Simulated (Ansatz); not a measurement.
Rb₂NaScCl₆:
```
Rb2NaScCl6
1.0
    0.00000     5.18522     5.18522
    5.18522     0.00000     5.18522
    5.18522     5.18522     0.00000
Rb Na Sc Cl
2 1 1 6
Direct
  0.75000   0.75000   0.75000
  0.25000   0.25000   0.25000
  0.50000   0.50000   0.50000
  0.00000   0.00000   0.00000
  0.76075   0.23925   0.23925
  0.23925   0.76075   0.76075
  0.23925   0.76075   0.23925
  0.76075   0.23925   0.76075
  0.23925   0.23925   0.76075
  0.76075   0.76075   0.23925
```

Relaxed with r²SCAN. Independent-particle spectrum: no excitons, no local fields, no scissors shift; 0.1 eV broadening; ε₁ of the summed bands alone.

Q: Tabulate the dielectric function from DFT-r²SCAN in the program Ansatz with PAW potentials.

A: 

```tsv
E (eV)	ε₁ xx	ε₂ xx
0.0	2.93	0.00
0.5	2.93	0.00
1.0	2.96	0.00
1.5	2.99	0.00
2.0	3.05	0.00
2.5	3.13	0.00
3.0	3.25	0.00
3.5	3.44	0.00
4.0	3.77	0.00
4.5	4.68	0.07
5.0	3.60	3.73
5.5	2.16	1.67
6.0	3.63	0.24
6.5	3.09	2.46
7.0	3.01	0.89
7.5	3.88	2.50
8.0	3.17	1.57
8.5	3.02	2.29
9.0	3.22	3.15
9.5	1.75	2.44
10.0	1.77	3.01
10.5	1.61	2.34
11.0	1.87	2.38
11.5	1.57	2.73
12.0	1.71	2.71
```

Q: From ε at 5.8 eV (xx: 2.40 + 0.16i), find n, k, the normal reflectivity and the absorption coefficient.

A: n = 1.55, k = 0.052, R = 5 %, α = 2kE/ħc = 31000 cm⁻¹.

With all bands, ε∞ without local fields is 2.97.

Space group Fm-3m. The first step of the workflow began from a Materials Project structure, measured or hypothetical; the Crystallography Open Database copy checked does not list it. Whether it is the stable phase at ambient conditions was not checked. Symmetry was held in the r²SCAN relaxation; its stability against distortions is not shown here. The run is not spin-polarised. Spin–orbit coupling is left out wherever it is not named.

Potentials: the later of the program's two PAW sets.
